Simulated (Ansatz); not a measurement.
## One run on MnHg (P4/mmm): anisotropy by the force theorem

Level of theory: Ansatz 0.2.0, DFT, PBE, PAW with Ansatz's default frozen-core files, scalar-relativistic.

Command: `ansatz run input.yaml --threads 2 --pin off --max-ram 4096MiB --backend cpu --events-out ev --progress --plain --runs-dir out`

```yaml
crystal:
  lattice:
    - [3.288, 0.0, 0.0]
    - [0.0, 3.288, 0.0]
    - [0.0, 0.0, 3.313]
  atoms:
    - { symbol: Mn, position: [0.5, 0.5, 0.5], spin: 3.9 }
    - { symbol: Hg, position: [0.0, 0.0, 0.0] }
magnetization:
  spin_polarized: true
kpoints:
  mp_grid: { grid: [11, 11, 11] }
scf:
  occupations: { method: fermi_dirac, width: 0.05 }
  lower_state_search: "off"
hamiltonian:
  xc: pbe
  pseudopotentials: { kind: paw }
output:
  eigenvalues: false
  eigenstates:
    nscf_kmesh: { grid: [16, 16, 16] }
    top_band: c28
    magnetocrystalline_anisotropy:
      directions: [[0.0, 0.0, 1.0], [1.0, 0.0, 0.0], [0.70710678, 0.70710678, 0.0]]
```

The program prints:

```
settings of this run that can trade accuracy for cost: output.eigenvalues: false. Do not mix this run's numbers with those of runs without the same settings; the input reference describes each key
Engine: ansatz 0.2.0
Pseudopotentials: kind: paw
Pseudopotential: Mn, paw, valence charge 15, recommended cutoff 420 eV (normal), Mn.paw.azcp
Pseudopotential: Hg, paw, valence charge 20, recommended cutoff 420 eV (normal), Hg.paw.azcp
Functional definition: PBE
  parameter kappa = 0.804
  parameter beta = 0.06672455060314922
  exchange = pbe_x(kappa = kappa, mu = beta*pi^2/3)
  correlation = pbe_c(beta = beta)
Crystal: 2 atoms, lattice volume = 35.817 Å³
Basis set: ecut = 420 eV, 739 PW (Γ)
Bands: 24, of which v1, the nominal top of the filled ones, is band 18 counted from 1 (17 counted from 0)
Symmetry: 16 space group operations
Space group: P4/mmm (ITA 123), of the structure as read, at distance tolerance 3.3e-5 Å
Magnetic group: BNS 123.339 (UNI 999), of the structure as read, at distance tolerance 3.3e-5 Å
k-points: 126 of 1331
Non-local potential: Mn, projectors of the file, l = 0: 3, l = 1: 2, l = 2: 3, l = 3: 1
Non-local potential: Hg, projectors of the file, l = 0: 3, l = 1: 2, l = 2: 2, l = 3: 1
PAW form: soft (Blöchl's): semilocal exchange-correlation on the pseudo side does not see the compensation charge
PAW one-centre angular grid: Mn, 590 points (default); XC on 64 Gauss nodes
PAW one-centre angular grid: Hg, 590 points (default); XC on 64 Gauss nodes
Initial density: superposition of atomic densities (chi_scale 0.1, normalization cell)
Starting moments: Σ|m| = 3.9 μB on 1 of 2 sites
Initial wavefunctions: pseudopotential atomic-orbital guess
Functional: x = pbe(κ = 0.804, μ = 0.2195149727645171), c = pbe(β = 0.06672455060314922)
SCF iter   1: F=—  HF=-17712.621414 eV  |F-HF|=—  |Δ(HF+E_count)|=         —  Δρ=6.20e-2 (↑5.47e-2 ↓6.20e-2)  dr2=6.30e0  dr2_m=1.84e-2  M=3.487 μB ∫|m|=3.650 μB  β_m=0.30  ethr=3.10e-3  ⟨swp⟩=4.8  Hψ=22162  notcnv=0
preconditioner: auto → Kerker (q_TF=auto, 2.718 Å⁻¹)  [metal: Δε(μ)=0.002 eV  Ē_g=9.812 eV  σ=0.050 eV  W_gap=0.01  n_scr=18 (ndim 8)  ℏωp=27.0 eV  f_vac=0.000  D(μ)=3.17/eV (n_scr^D=32)]
spin=Collinear: Kerker preconditioning applied to the charge; magnetization (m = ρ↑ − ρ↓) channel mixes plain (no charge-response kernel on spin).
SCF iter   2: F=—  HF=-17711.824485 eV  |F-HF|=—  |Δ(HF+E_count)|=   7.97e-1  Δρ=1.88e-2 (↑1.80e-2 ↓1.88e-2)  dr2=8.60e-1  dr2_m=5.16e-3  M=3.666 μB ∫|m|=3.868 μB  β_m=0.30  ethr=3.10e-3  ⟨swp⟩=2.3  Hψ=10707  notcnv=0  defer=185
Mixer restart at iter 2: flushing history
spin-set hold released at iteration 2 (the charge has settled, or the pull on large starting moments outlasts its swing): the magnetisation degrees of freedom join the quasi-Newton model from the next iteration; the mixer history was flushed
SCF iter   3: F=—  HF=-17711.695874 eV  |F-HF|=—  |Δ(HF+E_count)|=   1.29e-1  Δρ=1.29e-2 (↑1.26e-2 ↓1.29e-2)  dr2=3.77e-1  dr2_m=5.24e-3  M=3.697 μB ∫|m|=3.915 μB  β_m=0.58  ethr=2.46e-3  ⟨swp⟩=1.6  Hψ=8551  notcnv=0  defer=183
SCF iter   4: F=—  HF=-17711.590992 eV  |F-HF|=—  |Δ(HF+E_count)|=   1.05e-1  Δρ=7.29e-3 (↑7.29e-3 ↓4.80e-3)  dr2=2.21e-2  dr2_m=8.14e-3  M=3.770 μB ∫|m|=4.024 μB  β_m=0.68  ethr=1.08e-3  ⟨swp⟩=2.1  Hψ=9626  notcnv=0  defer=205
SCF iter   5: F=—  HF=-17711.595413 eV  |F-HF|=—  |Δ(HF+E_count)|=   4.42e-3  Δρ=7.39e-3 (↑2.47e-3 ↓7.39e-3)  dr2=2.29e-2  dr2_m=3.24e-3  M=3.837 μB ∫|m|=4.089 μB  β_m=0.71  ethr=6.31e-5  ⟨swp⟩=2.4  Hψ=11434  notcnv=0  defer=204
SCF iter   6: F=—  HF=-17711.594274 eV  |F-HF|=—  |Δ(HF+E_count)|=   1.14e-3  Δρ=2.05e-3 (↑2.05e-3 ↓9.48e-4)  dr2=6.37e-4  dr2_m=5.07e-4  M=3.867 μB ∫|m|=4.119 μB  β_m=0.85  ethr=6.31e-5  ⟨swp⟩=2.1  Hψ=9307  notcnv=0  defer=204
SCF iter   7: F=—  HF=-17711.594633 eV  |F-HF|=—  |Δ(HF+E_count)|=   3.59e-4  Δρ=8.28e-4 (↑8.28e-4 ↓4.49e-4)  dr2=3.49e-4  dr2_m=2.59e-5  M=3.876 μB ∫|m|=4.126 μB  β_m=0.93  ethr=1.82e-6  ⟨swp⟩=2.0  Hψ=9336  notcnv=0  defer=204
SCF iter   8: F=—  HF=-17711.594626 eV  |F-HF|=—  |Δ(HF+E_count)|=   7.41e-6  Δρ=2.92e-4 (↑1.07e-4 ↓2.92e-4)  dr2=5.25e-5  dr2_m=5.11e-6  M=3.885 μB ∫|m|=4.133 μB  β_m=0.96  ethr=9.96e-7  ⟨swp⟩=2.5  Hψ=8781  notcnv=0  defer=204
SCF iter   9: F=—  HF=-17711.594619 eV  |F-HF|=—  |Δ(HF+E_count)|=   6.54e-6  Δρ=5.63e-5 (↑5.16e-5 ↓5.63e-5)  dr2=4.43e-6  dr2_m=6.72e-8  M=3.887 μB ∫|m|=4.134 μB  β_m=0.98  ethr=1.50e-7  ⟨swp⟩=1.9  Hψ=6305  notcnv=0  defer=204
iter 10 met the thresholds in force, and the SCF goes on: an eigenvalue changes by 0.81 meV, over its tolerance of 0.50 meV (output.eigenvalues, Limitations)
SCF iter  10: F=-17711.594619 eV  HF=-17711.594619 eV  |F-HF|=1.81e-9  |Δ(HF+E_count)|=   3.24e-7  Δρ=1.39e-5 (↑6.02e-6 ↓1.39e-5)  dr2=6.76e-8  dr2_m=1.43e-8  M=3.887 μB ∫|m|=4.134 μB  β_m=0.99  ethr=2.86e-10  ⟨swp⟩=5.3  Hψ=21006  notcnv=0
SCF iter  11: F=-17711.594619 eV  HF=-17711.594619 eV  |F-HF|=8.40e-9  |Δ(HF+E_count)|=   2.04e-8  Δρ=3.93e-6 (↑3.25e-6 ↓3.93e-6)  dr2=1.34e-8  dr2_m=4.15e-10  M=3.887 μB ∫|m|=4.134 μB  ethr=1.93e-10  ⟨swp⟩=1.0  Hψ=15977  notcnv=0
SCF 1 converged in 11 iterations: F = -17711.594619 eV  dr2 = 1.34e-8
  greatest PAW one-centre occupation: 1.003 electrons in one spin orbital (limit 2), on the Mn atom at site 0 (counted from 0), in its partial waves of l = 1
NSCF: frozen V_eff on 405 k-points
Magnetocrystalline anisotropy: 0 of 405 k-points coupled
Magnetocrystalline anisotropy: 64 of 405 k-points coupled
Magnetocrystalline anisotropy: 128 of 405 k-points coupled
Magnetocrystalline anisotropy: 192 of 405 k-points coupled
Magnetocrystalline anisotropy: 256 of 405 k-points coupled
Magnetocrystalline anisotropy: 320 of 405 k-points coupled
Magnetocrystalline anisotropy: 384 of 405 k-points coupled
Magnetocrystalline anisotropy: 405 of 405 k-points coupled
SCF converged after 11 iterations
an eigenvalue changed by more than its tolerance at an iteration that met the thresholds in force, so the SCF went on 1 time: the last check found none over its tolerance
Magnetization: 3.8868 μB (19.4434 up, 15.5566 down)
Absolute magnetization: 4.1382 μB (∫|ρ↑−ρ↓|, with the PAW one-centre terms)
Spin contamination: 0.1364 ħ² per cell (⟨S²⟩ above its minimum at these occupations)
Per-site moments (μB) at R_I (Å): [(3.850614041635437, 1.1775747433980837), (-0.022564090327548768, 1.1775747433980837)]
Free energy (F): -17711.594619 eV
Harris-Foulkes:  -17711.594619 eV  (|F-HF|=8.40e-9)
Internal energy: -17711.578113 eV  (E = F + TS)
E sigma→0 (E₀):  -17711.586366 eV
Entropy (-TS):   -0.016505 eV (-8.253 meV/atom)
Fermi energy:    16.602168 eV
--- Per-component energies (eV) ---
  E_band       = -584.522975
  E_kinetic    = 905.114438
  E_local      = -4205.130918  (includes V_loc(G=0)·N_el)
  E_nonlocal   = 320.351476
  E_hartree    = 1774.019473
  E_xc         = -333.127866
  E_vxc        = -406.568085  (∫ρ·V_xc dr)
  E_paw        = -11248.582692  (= ΣΔE_a)
  E_vpaw       = -746.332173  (= ΣTr[D̂ρ^β])
  E_aug_tail   = 0.000934  (compensation charges beyond the density's cutoff)
  E_ewald      = -4924.222958
  E_smearing   = -0.016505  (= −TS)
  E_closure    = 0.000000  (closes the sum)
  Σ components = -17711.594619   (vs F -17711.594619, Δ=0.00e0)
--- Band table (eV; the first three rows and the last of 252) ---
  k-point 0 ↑: bands = ["-98.9592", "-64.7637", "-47.3782", "-47.3775", "-47.3775", "-33.5162", "-33.5110", "-33.5110", "6.8211", "8.2458", "8.2571", "9.4339", "9.4339", "9.4530", "13.6629", "13.6770", "14.5719", "14.5719", "14.5738", "21.3185", "21.5325", "21.5325", "25.3918", "27.7998"]
  k-point 1 ↑: bands = ["-98.9591", "-64.7636", "-47.3792", "-47.3774", "-47.3774", "-33.5176", "-33.5109", "-33.5109", "6.9500", "8.2682", "8.3187", "9.4088", "9.4088", "9.4648", "13.6340", "13.6907", "14.5005", "14.5005", "14.5564", "20.3166", "21.7835", "21.7835", "25.9734", "27.9142"]
  k-point 2 ↑: bands = ["-98.9591", "-64.7634", "-47.3818", "-47.3772", "-47.3772", "-33.5212", "-33.5107", "-33.5107", "7.3099", "8.3294", "8.5143", "9.3420", "9.3420", "9.4968", "13.5546", "13.7084", "14.3242", "14.3242", "14.5094", "18.4971", "22.4912", "22.4912", "26.4183", "27.9003"]
  k-point 125 ↓: bands = ["-98.9267", "-60.6599", "-47.3537", "-47.3537", "-47.3525", "-29.5045", "-29.5038", "-29.5038", "8.4686", "8.4897", "8.4971", "10.0353", "10.0554", "14.4782", "15.0343", "15.0383", "17.4869", "18.4818", "18.4934", "20.8517", "21.6525", "21.6762", "22.6618", "22.9569"]
settings of this run that can trade accuracy for cost: output.eigenvalues: false. Do not mix this run's numbers with those of runs without the same settings; the input reference describes each key
```

magnetocrystalline_anisotropy.tsv:

```
# direction_x	direction_y	direction_z	energy_mev	energy_tetrahedra_mev	beyond_first_order_mev	atom_0_mev	atom_1_mev	spread_mev	spread_tetrahedra_mev	orbital_0_along_direction_mub	orbital_1_along_direction_mub
# format = ansatz-magnetocrystalline-anisotropy/3
# nscf_kmesh_grid = 16 16 16
# nscf_kmesh_shift = 0 0 0
# n_bands = 46
# occupation_method = fermi_dirac
# smearing_width_ev = 0.05
# xc_rung = gga
# a1_ang = 3.288 0 0
# a2_ang = 0 3.288 0
# a3_ang = 0 0 3.313
# atom = 0 Mn 0.5 0.5 0.5
# atom = 1 Hg 0 0 0
# kernel_functional = own
# kernel_scale = 1.0176
# goldstone_residual = 0.011896
# bands_end_over_fermi_ev = 35.908
# easy_direction_run = 2
# easy_direction_tetrahedra = 1
0	0	1	0	0	0.0006513	0	0	0	0	-0.0031013	0.01736
1	0	0	-0.024753	-0.055799	0.00065251	0.0047247	-0.017429	0.54457	0.54332	-0.0034434	0.017655
0.70711	0.70711	0	-0.026413	-0.054527	0.00067556	0.0075685	-0.014255	0.50432	0.53194	-0.0033962	0.017627
```

Site moments (μB): Mn1 3.85, Hg2 -0.02. Cell moment 3.89 μB.

The spread over coarser sub-meshes exceeds the differences between directions, so this mesh may not resolve the easy direction.

The magnetic group in the log treats spin as a scalar label, without spin–orbit coupling.

The Ansatz runs typed with the search for lower states off end where their start leads. None of this fixes the real material's magnetic order: only patterns that fit the cell were computed, at zero temperature, with a functional that can overstate moments.

It took 75 s on 2 threads of Arm Neoverse V1 (shared host), peak memory 0.81 GiB.
